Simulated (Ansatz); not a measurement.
An element in the sc structure gives these cold pressures by all-electron LAPW under PBEsol (Ansatz 0.2.0, scalar-relativistic, no spin polarisation).

```json
{"V (Å³/atom)": "32.19", "P (GPa)": "0.03"}
{"V (Å³/atom)": "28.33", "P (GPa)": "7.59"}
{"V (Å³/atom)": "25.11", "P (GPa)": "19.90"}
{"V (Å³/atom)": "21.89", "P (GPa)": "43.5"}
{"V (Å³/atom)": "18.67", "P (GPa)": "91.6"}
{"V (Å³/atom)": "16.09", "P (GPa)": "169.7"}
{"V (Å³/atom)": "13.84", "P (GPa)": "301.1"}
```

Task: Which element is it?

Result: Pb. Its zero-pressure volume in this structure is near 32.2 Å³/atom; the volume and the steepness of P(V) together point to it, though neighbours can come close. Neighbours weren't tried against these numbers.
